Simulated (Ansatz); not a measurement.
Consider the following.

HfSi$_{2}$:
```
CELL_PARAMETERS angstrom
     -1.60932     1.60932     4.45033
      1.60932    -1.60932     4.45033
      1.60932     1.60932    -4.45033
ATOMIC_POSITIONS crystal
  Hf 0.00000 0.00000 0.00000
  Si 0.31581 0.31581 0.00000
  Si 0.68419 0.68419 0.00000
```

This is the LDA-relaxed structure.

### Question
All from plane-wave PAW LDA (Ansatz code), unless another level is named. Give the electronic character.

### Answer
metallic (no gap).

### Question
Next, the formation energy from the elements (no fitted shifts)?

### Answer
-0.42 eV/atom.

### Question
And the density of states at the Fermi level?

### Answer
0.66 states/eV per atom (mean over ±0.08 eV).

Space group I4/mmm (MoSi2 or CaC2 type). The cell is a constructed one: a structure type filled with these elements; neither database checked (COD, Materials Project) lists it. COD files the formula under space group No. 63, so this cell is another polymorph or a model. Its standing as an ambient phase is unchecked. The cell was relaxed with LDA under the symmetry of its start; of distortions, only those at the zone centre were tested. No spin polarisation was allowed. The references are the lowest solids computed at this level, not always the standard phases. Spin–orbit coupling is left out wherever it is not named.

Potentials: the later of the program's two PAW sets.
